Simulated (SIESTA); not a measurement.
# HPbNO4 and the effect of spin-orbit coupling

```cif
data_structure
_symmetry_space_group_name_H-M 'P2_1'
_symmetry_Int_Tables_number 4
_cell_length_a 6.4274
_cell_length_b 4.1204
_cell_length_c 8.3429
_cell_angle_alpha 90.000
_cell_angle_beta 112.226
_cell_angle_gamma 90.000
_cell_volume 204.53
loop_
_atom_site_label
_atom_site_type_symbol
_atom_site_symmetry_multiplicity
_atom_site_Wyckoff_symbol
_atom_site_fract_x
_atom_site_fract_y
_atom_site_fract_z
_atom_site_occupancy
H1 H 2 a 0.29323 0.09634 0.51145 1
Pb1 Pb 2 a 0.98408 0.60545 0.29271 1
N1 N 2 a 0.59275 0.36591 0.79266 1
O1 O 2 a 0.12761 0.09171 0.45627 1
O2 O 2 a 0.41422 0.46208 0.80499 1
O3 O 2 a 0.78114 0.46517 0.89394 1
O4 O 2 a 0.58436 0.16282 0.67325 1
```

The cell comes from a database or a generator and needn't be the stable form of this composition.

Kept alike: task band structure; functional PBE; k mesh 7 × 5 × 4; occupations fermi-dirac, width 0.05 eV. Program: SIESTA, potentials by row: files PseudoDojo sr-pbe-0.4.1-standard, DZP (energy shift 0.003 Ry; two zetas on semicore shells) (off); files PseudoDojo fr-pbe-0.4-standard, DZP (energy shift 0.003 Ry; two zetas on semicore shells) (on). The mesh is that of the run's cell of 14 atoms.

```csv
spin-orbit coupling,band gap (eV)
off,3.247
on,3.157
```

Gaps are the smaller of the mesh's and the band path's.

What does spin-orbit coupling change here?

The band gap runs from 3.157 (on) to 3.247 eV (off). Spin-orbit coupling splits p and d bands at the edges, and the more so the heavier the atoms.
